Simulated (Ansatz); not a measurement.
W₂N in space group P4/mmm (No. 123; W on 1a, W on 1d, N on 1c) at seven volumes, DFT-PBE in the program Ansatz with PAW potentials, shape and atoms relaxed at each. One row is withheld.

```tsv
V (Å³/atom)	P (GPa)
11.313	39.61
11.686	24.19
12.059	11.10
12.432	0.00
12.805	-9.41
13.178	?
13.551	-24.15
```

Question: Fit the shown pressures and predict the withheld one.

Answer: P = (3/2)B₀(x^(7/2) − x^(5/2))[1 + (3/4)(B′ − 4)(x − 1)] with x = (V₀/V)^(2/3). Least squares on the six rows gives V₀ = 12.432 Å³/atom, B₀ = 340 GPa, B′ = 4.47. At V = 13.178, x = 0.9619 and P = -17.40 GPa. The run itself gave -17.39 GPa.

The cell is a constructed one: a structure type filled with these elements; neither database checked (COD, Materials Project) lists it. Whether it is the stable phase at ambient conditions was not checked. The PBE relaxation kept the symmetry of its start; its stability against distortions is not shown here. The run is not spin-polarised. Spin–orbit coupling is left out wherever it is not named.

Potentials: the earlier of the program's two PAW sets.
